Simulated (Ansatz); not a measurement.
W:
```xyz
6
Lattice="0.0000 3.6587 3.6587 3.6587 0.0000 3.6587 3.6587 3.6587 0.0000" Properties=species:S:1:pos:R:3 pbc="T T T"
W      5.4880     5.4880     5.4880
W      3.6587     3.6587     3.6587
W      2.7440     0.9147     2.7440
W      0.9147     0.9147     0.9147
W      0.9147     2.7440     2.7440
W      2.7440     2.7440     0.9147
```

Relaxed with PBEsol. Special points in fractions of this cell's reciprocal vectors: Γ (0.000, 0.000, 0.000); X (0.500, 0.000, 0.500); U (0.625, 0.250, 0.625); K (0.375, 0.375, 0.750); L (0.500, 0.500, 0.500); W (0.500, 0.250, 0.750).

Q: List the band energies nearest the Fermi level at these points for the program Ansatz at the PBEsol level (PAW).

A: In eV from the Fermi level; about four levels below and three above (degenerate sets whole), none deeper than 8.9 eV; points with the same levels are listed once.

```json
[
 {"k": "Γ", "below": "-1.12 -1.12 -1.12 -0.07 -0.07 -0.07", "above": "0.59 0.59 2.27"},
 {"k": "X", "below": "-1.83 -1.83 -0.68 -0.68", "above": "0.42 0.42 1.86 1.86"},
 {"k": "U", "below": "-1.84 -1.67 -1.02 -0.07", "above": "0.08 0.49 1.02"},
 {"k": "L", "below": "-1.69 -1.69 -1.33 -0.10 -0.10", "above": "0.55 0.71 0.71"},
 {"k": "W", "below": "-1.77 -1.77 -0.91 -0.91", "above": "0.61 0.61 1.48 1.48"}
]
```

Space group Fd-3m. The start of the workflow was typed in or built on a structure type; neither database checked (COD, Materials Project) lists it. It is not the phase usual at ambient conditions (space group No. 229). The cell was relaxed with PBEsol under the symmetry of its start; whether a distortion lowers the energy is not shown. The run is not spin-polarised. Spin–orbit coupling is left out wherever it is not named.

Potentials: the earlier of the program's two PAW sets. The files were generated under PBE; for other functionals the program regenerates the frozen cores, and for LDA and PBEsol the local potential too.
